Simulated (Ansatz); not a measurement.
As:
```
CELL_PARAMETERS angstrom
      1.89192     1.09230     3.36952
     -1.89192     1.09230     3.36952
      0.00000    -2.18460     3.36952
ATOMIC_POSITIONS crystal
  As 0.23034 0.23034 0.23034
  As 0.76966 0.76966 0.76966
```

Relaxed with PBE+D3(BJ).

Q: Which orbitals make up the states near the Fermi level in plane-wave PAW PBE+D3(BJ) (Ansatz code)?

A: Within 0.5 eV of the Fermi level: As 4p 79 %, As 4s 18 %. Projections are on Löwdin-orthogonalised atomic valence shells; empty p or d shells of many metals are not among them.

Q: Tabulate the density of states.

A: States/eV per cell of 2 atoms, in 0.25 eV bins, energy from the Fermi level.

| E (eV) | total | As 4p | As 4s |
|---|---|---|---|
| -7.85 | 0.17 | 0.04 | 0.13 |
| -7.60 | 0.14 | 0.03 | 0.11 |
| -7.35 | 0.11 | 0.02 | 0.09 |
| -7.10 | 0.09 | 0.02 | 0.08 |
| -6.85 | 0.07 | 0.01 | 0.06 |
| -6.60 | 0.06 | 0.01 | 0.05 |
| -6.35 | 0.59 | 0.52 | 0.07 |
| -6.10 | 0.74 | 0.68 | 0.05 |
| -5.85 | 0.72 | 0.67 | 0.04 |
| -5.60 | 0.70 | 0.66 | 0.03 |
| -5.35 | 0.74 | 0.70 | 0.04 |
| -5.10 | 0.81 | 0.76 | 0.04 |
| -4.85 | 0.90 | 0.85 | 0.05 |
| -4.60 | 1.00 | 0.95 | 0.05 |
| -4.35 | 1.22 | 1.15 | 0.06 |
| -4.10 | 1.29 | 1.22 | 0.06 |
| -3.85 | 1.28 | 1.20 | 0.07 |
| -3.60 | 1.28 | 1.19 | 0.08 |
| -3.35 | 1.27 | 1.18 | 0.08 |
| -3.10 | 1.29 | 1.19 | 0.09 |
| -2.85 | 1.30 | 1.20 | 0.09 |
| -2.60 | 1.32 | 1.20 | 0.10 |
| -2.35 | 1.33 | 1.21 | 0.11 |
| -2.10 | 1.25 | 1.13 | 0.11 |
| -1.85 | 1.03 | 0.90 | 0.11 |
| -1.60 | 0.93 | 0.79 | 0.12 |
| -1.35 | 0.87 | 0.73 | 0.12 |
| -1.10 | 0.73 | 0.61 | 0.10 |
| -0.85 | 0.59 | 0.49 | 0.09 |
| -0.60 | 0.48 | 0.39 | 0.08 |
| -0.35 | 0.30 | 0.24 | 0.06 |
| -0.10 | 0.14 | 0.11 | 0.03 |
| 0.15 | 0.13 | 0.10 | 0.03 |
| 0.40 | 0.48 | 0.38 | 0.08 |
| 0.65 | 1.10 | 0.90 | 0.15 |
| 0.90 | 1.35 | 1.12 | 0.17 |
| 1.15 | 1.34 | 1.13 | 0.15 |
| 1.40 | 1.16 | 0.99 | 0.12 |
| 1.65 | 1.14 | 0.96 | 0.10 |
| 1.90 | 1.30 | 1.03 | 0.10 |
| 2.15 | 1.56 | 1.19 | 0.10 |
| 2.40 | 1.62 | 1.24 | 0.10 |
| 2.65 | 1.28 | 1.03 | 0.07 |
| 2.90 | 0.91 | 0.77 | 0.05 |
| 3.15 | 1.00 | 0.87 | 0.04 |
| 3.40 | 1.03 | 0.87 | 0.04 |
| 3.65 | 1.19 | 0.95 | 0.04 |
| 3.90 | 1.28 | 0.96 | 0.04 |
| 4.15 | 1.10 | 0.83 | 0.03 |
| 4.40 | 0.88 | 0.69 | 0.03 |
| 4.65 | 0.75 | 0.59 | 0.02 |

Space group R-3m (A7 (α-As type)). The PBE+D3(BJ) relaxation kept the symmetry of its start. Scalar-relativistic: spin–orbit coupling is off unless named, which matters more the heavier the elements.

Potentials: the earlier of the program's two PAW sets.
